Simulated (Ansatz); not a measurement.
The relaxed structure here is a generated cell of V3Si: the first start was made by placing the elements on the sites of a structure type, and the end was not matched to a known phase here, so it may be hypothetical. Known forms of V3Si include space group No. 223.

One stationary structure of V$_{3}$Si. Space group Pnma (No. 62), AFLOW prototype AB3_oP16_62_c_cd (D0_11, as in Fe3C). All values below come from PBE (plane waves to 420 eV, PAW, scalar-relativistic; Ansatz, a first-principles code).

```cif
data_Si4V12
_chemical_formula_sum 'V12 Si4'
_space_group_name_H-M_alt 'P 1'
_space_group_IT_number 1
_cell_length_a 5.49866
_cell_length_b 7.89938
_cell_length_c 4.94854
_cell_angle_alpha 90.000
_cell_angle_beta 90.000
_cell_angle_gamma 90.000
loop_
_space_group_symop_operation_xyz
  'x, y, z'
loop_
_atom_site_label
_atom_site_type_symbol
_atom_site_fract_x
_atom_site_fract_y
_atom_site_fract_z
_atom_site_occupancy
V1 V 0.01777 0.75000 0.87749 1
V2 V 0.51777 0.75000 0.62251 1
V3 V 0.98223 0.25000 0.12251 1
V4 V 0.48223 0.25000 0.37749 1
V5 V 0.22558 0.52329 0.37885 1
V6 V 0.72558 0.97671 0.12115 1
V7 V 0.77442 0.02329 0.62115 1
V8 V 0.27442 0.47671 0.87885 1
V9 V 0.77442 0.47671 0.62115 1
V10 V 0.27442 0.02329 0.87885 1
V11 V 0.22558 0.97671 0.37885 1
V12 V 0.72558 0.52329 0.12115 1
Si1 Si 0.41799 0.75000 0.10687 1
Si2 Si 0.91799 0.75000 0.39313 1
Si3 Si 0.58201 0.25000 0.89313 1
Si4 Si 0.08201 0.25000 0.60687 1
```

**Question.** Predict the magnetic moment from PBE.

**Answer.** Zero (the starting moments vanished).

No spin polarisation in the result: the starting moments vanished.

The run could not lose the symmetry of its start, so the end can be a saddle point.
